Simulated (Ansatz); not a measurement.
WN2:
```yaml
crystal:
  lattice:
    - [4.99250, 0.00000, 0.00000]
    - [0.00000, 4.82546, 0.00000]
    - [0.00000, 0.00000, 4.91494]
  atoms:
    - { symbol: W, position: [0.06376, 0.28111, 0.23252] }
    - { symbol: W, position: [0.93624, 0.71889, 0.73252] }
    - { symbol: W, position: [0.56376, 0.71889, 0.23252] }
    - { symbol: W, position: [0.43624, 0.28111, 0.73252] }
    - { symbol: N, position: [0.35882, 0.07289, 0.12848] }
    - { symbol: N, position: [0.64118, 0.92711, 0.62848] }
    - { symbol: N, position: [0.85882, 0.92711, 0.12848] }
    - { symbol: N, position: [0.14118, 0.07289, 0.62848] }
    - { symbol: N, position: [0.24658, 0.57108, 0.99501] }
    - { symbol: N, position: [0.75342, 0.42892, 0.49501] }
    - { symbol: N, position: [0.74658, 0.42892, 0.99501] }
    - { symbol: N, position: [0.25342, 0.57108, 0.49501] }
```

Tensor components refer to the Cartesian frame of this cell.

**Question.** Give the proper piezoelectric stress tensor with relaxed ions from DFT-PBEsol in the program Ansatz with PAW potentials.

**Answer.** In C/m², rows x, y, z, Voigt columns; mesh uncertainty up to 0.01.
```
 0.00   0.00   0.00   0.00   0.56   0.00
 0.00   0.00   0.00  -0.02   0.00   0.00
 0.10  -0.33  -0.52   0.00   0.00   0.00
```

The elastic tensor of the same run (GPa):

|  | 1 | 2 | 3 | 4 | 5 | 6 |
|---|---|---|---|---|---|---|
| 1 | 639 | 207 | 230 | 0.0 | 0.0 | 0.0 |
| 2 | 207 | 474 | 181 | 0.0 | 0.0 | 0.0 |
| 3 | 230 | 181 | 408 | 0.0 | 0.0 | 0.0 |
| 4 | 0.0 | 0.0 | 0.0 | 81.2 | 0.0 | 0.0 |
| 5 | 0.0 | 0.0 | 0.0 | 0.0 | 131 | 0.0 |
| 6 | 0.0 | 0.0 | 0.0 | 0.0 | 0.0 | 228 |

**Question.** Convert to strain constants d = e·S.

**Answer.** In pC/N:
```
 0.0   0.0   0.0   0.0   4.3   0.0
 0.0   0.0   0.0  -0.3   0.0   0.0
 0.9  -0.5  -1.6   0.0   0.0   0.0
```

Space group Pca2_1. The start of the workflow was typed in or built on a structure type; neither database checked (COD, Materials Project) lists it. Whether it is the stable phase at ambient conditions was not checked. The PBEsol relaxation kept the symmetry of its start; its stability against distortions is not shown here. The workflow began spin-polarised and lost its moments. Signs of piezoelectric constants follow the polarity of the cell as given. Scalar-relativistic: spin–orbit coupling is off unless named, which matters more the heavier the elements.

Potentials: the earlier of the program's two PAW sets. The files were generated under PBE; for other functionals the program regenerates the frozen cores, and for LDA and PBEsol the local potential too.
